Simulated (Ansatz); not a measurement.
All numbers below come from DFT PBE, scalar-relativistic, plane waves, PAW (Ansatz 0.2.0). Settings: cutoff 420 eV, Γ-centred meshes spaced at most about 0.3 Å⁻¹, and about 0.25 Å⁻¹ or finer for metals (2π included), Gaussian smearing. No spin polarisation in the final relaxations.

These are static total energies at zero pressure.

Two relaxed structures of ScSb2N3:

A.

Space group P6/mmm (No. 191). a = 5.866 Å, b = 5.866 Å, c = 3.101 Å, α = 90.00°, β = 90.00°, γ = 120.00°
```tsv
atom	site	symmetry	x	y	z
Sc	1a	6/mmm	0.0000	0.0000	0.0000
Sb	2c	-6m2	0.3333	0.6667	0.0000
N	3g	mmm	0.0000	0.5000	0.5000
```

B.

Space group P6/mmm (No. 191). a = 3.696 Å, b = 3.696 Å, c = 11.299 Å, α = 90.00°, β = 90.00°, γ = 120.00°
| atom | site | symmetry | x | y | z |
| --- | --- | --- | --- | --- | --- |
| Sc | 1a | 6/mmm | 0.0000 | 0.0000 | 0.0000 |
| Sb | 2e | 6mm | 0.0000 | 0.0000 | 0.3305 |
| N | 2c | -6m2 | 0.3333 | 0.6667 | 0.0000 |
| N | 1b | 6/mmm | 0.0000 | 0.0000 | 0.5000 |

Task: Which would you expect to be lower, and how large is the difference?

Result: B is lower, by 140 meV/atom. A has space group P6/mmm (No. 191), 15.4 Å³/atom and no gap on its mesh; B has space group P6/mmm (No. 191), 22.3 Å³/atom and no gap. The shortest distance is 2.30 Å (Sb–N) in A and 1.91 Å (Sb–N) in B. The lower one is the more open, so pressure narrows the difference. Even the lower one lies +0.87 eV/atom against the reference forms of the elements (uncorrected), so neither is stable at this level. In A, Sc is surrounded by 2 Sc at 3.10 Å, 12 N at 3.32 Å and 6 Sb at 3.39 Å; Sb is surrounded by 6 N at 2.30 Å, 2 Sb at 3.10 Å, 3 Sc at 3.39 Å and 3 Sb at 3.39 Å; around N lie 4 Sb at 2.30 Å, 6 N at 2.93–3.10 Å and 4 Sc at 3.32 Å. In B, around Sc lie 6 N at 2.13 Å; around Sb lies 1 N at 1.91 Å; N on a site of symmetry -6m2 is surrounded by 3 N at 2.13 Å and 3 Sc at 2.13 Å; 1 more site not described. Both come from invented guesses. A third cell relaxed alike, in R-3m, lies 0.84 eV/atom below the lower of the two.

Spin–orbit coupling, which can matter for Sb, is left out. Cells relaxed within their symmetry can be saddle points.
